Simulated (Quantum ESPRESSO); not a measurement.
# GeSi3O8: a curve over strain

Simulated, not a measurement. The program is pw.x of Quantum ESPRESSO 7.5 (plane-wave density functional theory). The cell is made up: 12 atoms on a fluorite lattice, with randomly drawn elements, strain and displacements, not relaxed. PseudoDojo standard norm-conserving files (v0.5 for PBE, v0.4.1 for LDA and PBEsol) set the functional; there is no spin polarisation, spin-orbit coupling or dispersion term, and the masses in the input are unused placeholders.

Seven runs add a strain to one cell (along z); the atoms follow the cell and are not relaxed. Stress in the table is positive in tension.

Input of the run at +0.0011:

```
&control calculation='scf', pseudo_dir='./dojo.nc.sr.pbe.v0_5.standard.upf', outdir='./o', disk_io='low', tprnfor=.true., tstress=.true. /
&system ibrav=0, nat=12, ntyp=3, nbnd=43, ecutwfc=84.00895049, nosym=.true., tot_charge=0,
 occupations='smearing', smearing='fd', degauss=0.0018374661
/
&electrons conv_thr=7.350e-09, electron_maxstep=60, /
ATOMIC_SPECIES
Ge 1.0 Ge.upf
O 1.0 O.upf
Si 1.0 Si.upf
CELL_PARAMETERS angstrom
4.6291 0.0 0.0
0.0 4.6291 0.0
0.0 0.0 4.6342
ATOMIC_POSITIONS angstrom
Ge -0.0399 -0.0375 -0.006
Si 0.047 2.3244 2.2692
Si 2.3173 0.0293 2.3486
Si 2.328 2.2752 -0.0471
O 1.1239 1.1807 1.1266
O 1.2187 1.2475 3.5408
O 1.1583 3.4258 1.0578
O 1.2033 3.403 3.4477
O 3.4241 1.1351 1.1087
O 3.5176 1.0762 3.4092
O 3.4806 3.4284 1.2035
O 3.502 3.488 3.5367
K_POINTS automatic
5 5 5 1 1 1
```

```
added strain  free energy less that of the input shown (eV)  stress xx (GPa)  stress yy (GPa)  stress zz (GPa)  stress xy (GPa)  pressure (GPa)  next band up at Gamma (eV)  iterations
     -0.0220                                         0.1965            -0.76            -4.47           -24.54            -0.70            9.92                       1.102          12
     -0.0140                                         0.0942            -0.98            -4.66           -16.88            -0.63            7.51                       1.128          12
     -0.0069                                         0.0340            -1.20            -4.85           -10.37            -0.58            5.47                       1.133          12
     +0.0011                                         0.0000            -1.47            -5.09            -3.38            -0.52            3.32                       1.115          12
     +0.0060                                        -0.0044            -1.65            -5.24             0.74            -0.48            2.05                       1.085          13
     +0.0154                                         0.0218            -2.02            -5.57             8.29            -0.41           -0.23                       0.976          13
     +0.0183                                         0.0386            -2.14            -5.68            10.53            -0.39           -0.90                       0.935          13
```

A cubic fit gives a slope of stress zz against the added strain of 859 GPa at zero added strain, with the atoms clamped. Across the table the free energy follows the integral of the stress to within 1.2 meV. A rerun of one of the cells at a cutoff of 1437 eV and k mesh 7 x 7 x 7 moved values by no more than 0.002 eV in energy, 0.05 GPa in stress and 0.003 eV/Å in force. The band column is the level of band 38 at Gamma less that of band 37, whose number is half the electron count, rounded up; it comes from a band step after each run.